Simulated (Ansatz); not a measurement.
Space group P4/nmm:1 (No. 129). a = 3.894 Å, b = 3.894 Å, c = 7.579 Å, α = 90.00°, β = 90.00°, γ = 90.00°
| atom | site | symmetry | x | y | z |
| --- | --- | --- | --- | --- | --- |
| Bi | 2c | 4mm | 0.5000 | 0.0000 | 0.3343 |
| Cl | 2c | 4mm | 0.0000 | 0.5000 | 0.1554 |
| O | 2b | -4m2 | 0.0000 | 0.0000 | 0.5000 |

Equation of state of this BiClO structure (not necessarily the ground state), with shape and atoms relaxed at each volume where symmetry leaves them free. Level of theory: DFT r2SCAN, scalar-relativistic, plane waves, PAW (Ansatz).

Plane waves to 500 eV, a k mesh through Γ of 6×6×4 on the computed 6-atom cell and Gaussian smearing (0.02 eV); no spin polarisation.

| V (Å³/atom) | E − E(largest V) (meV/atom) | P (GPa) | gap on mesh (eV) |
| --- | --- | --- | --- |
| 16.855 | 44.98 | 9.62 | 3.19 |
| 17.429 | 17.15 | 6.02 | 3.15 |
| 18.004 | 0.69 | 3.27 | 3.11 |
| 18.579 | -7.24 | 1.27 | 3.08 |
| 19.153 | -9.32 | 0.00 | 3.06 |
| 19.728 | -7.92 | -0.70 | 3.06 |
| 20.302 | -4.82 | -1.04 | 3.09 |
| 21.068 | 0.00 | -1.00 | 3.13 |

**Question.** Fit a third-order Birch–Murnaghan equation to E(V).

**Answer.** V0 = 19.18 Å³/atom, B0 = 31 GPa, B0' = 17.2. B0' is unusual or poorly fixed by this range.

Spin-orbit coupling is left out, which matters for the bands of heavy elements.

Cost: 8 runs of about 23 core-minutes in all, on Intel Xeon Processor @ 2.50GHz (Skylake/Cascade Lake) (shared hosts).